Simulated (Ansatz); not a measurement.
Ir:
```xyz
1
Lattice="-1.5440 1.5440 1.5440 1.5440 -1.5440 1.5440 1.5440 1.5440 -1.5440" Properties=species:S:1:pos:R:3 pbc="T T T"
Ir     0.0000     0.0000     0.0000
```

Relaxed with r²SCAN. Special points in fractions of this cell's reciprocal vectors: Γ (0.000, 0.000, 0.000); H (0.500, -0.500, 0.500); N (0.000, 0.000, 0.500); P (0.250, 0.250, 0.250).

Question: List the band energies nearest the Fermi level at these points for DFT-r²SCAN with spin–orbit coupling in the program Ansatz with PAW potentials.

Answer: In eV from the Fermi level; about four levels below and three above (degenerate sets whole), none deeper than 8.9 eV; … stands for higher levels left out; points with the same levels are listed once.

```tsv
k	below	above
Γ	-0.55 -0.55 -0.55 -0.55	16.93 16.93 …
H	-7.32 -7.32 -7.32 -7.32	1.20 1.20 1.20 1.20
N	-0.26 -0.26 -0.13 -0.13	2.31 2.31 8.26 8.26
P	-0.01 -0.01 -0.01 -0.01	5.71 5.71 10.10 10.10
```

Space group Im-3m (bcc (W type)). The start of the workflow was typed in or built on a structure type; neither database checked (COD, Materials Project) lists it. It is not the phase usual at ambient conditions (space group No. 225). The cell was relaxed with r²SCAN under the symmetry of its start. At this level the phase is mechanically unstable. No spin polarisation was allowed.

Potentials: the earlier of the program's two PAW sets.
